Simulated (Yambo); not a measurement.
Yambo run on Rb$_{2}$NaYF$_{6}$ (space group Fm-3m, No. 225). The wavefunctions are PBEsol (Quantum ESPRESSO, PseudoDojo norm-conserving, 88 Ry, without SOC) ones on a 2×2×2 mesh (40 occupied bands); a = b = c = 6.383 Å, α = β = γ = 60.00°.

Yambo input:

```
rim_cut
gw0
dyson
el_el_corr
HF_and_locXC
mpa
em1d
RandQpts= 1000000
RandGvec= 1 Ry
EXXRLvcs= 88 Ry
VXCRLvcs= 352 Ry
Chimod= "HARTREE"
% BndsRnXm
 2 | 272 |
%
NGsBlkXm= 7 Ry
% LongDrXm
 1.0 | 1.0 | 1.0 |
%
EnSampXm= "2l"
EnGridXm= "lP"
% EnRngeXm
 0.0 | 40.0 | eV
%
% ImRngeXm
 2.72114 | 27.21138 | eV
%
% DmRngeXm
 0.02721 | 2.72114 | eV
%
ETStpsXm= 8
IntSolXm= "PT"
% GbndRnge
 1 | 272 |
%
GTermKind= "none"
DysSolver= "n"
ExtendOut
% QPkrange
 1 | 1 | 40 | 41 |
%
```

k points by index: 1 = Γ.

Resulting energies as the program prints them:

```
#    K-point    Band    Eo [eV]    E [eV]    E-Eo [eV]    Vxc [eV]    Vnlxc [eV]    Sc|Eo [eV]    Sc|E [eV]    dSc/dw|Eo [eV]    Re(Z)    Im(Z)
#
    1    40    0.000000    -2.134509    -2.134509    -22.07213    -29.83325    5.062504    5.626610    -7.153332    0.791541    -0.015412
    1    41    6.323639    7.586885    1.263246    -8.369858    -4.143392    -2.806578    -2.963220    -3.374347    0.889673    -0.001652
```
(The two width columns are left out.) Convergence of these settings isn't established.

Geometry of the Materials Project entry, not relaxed at this level.
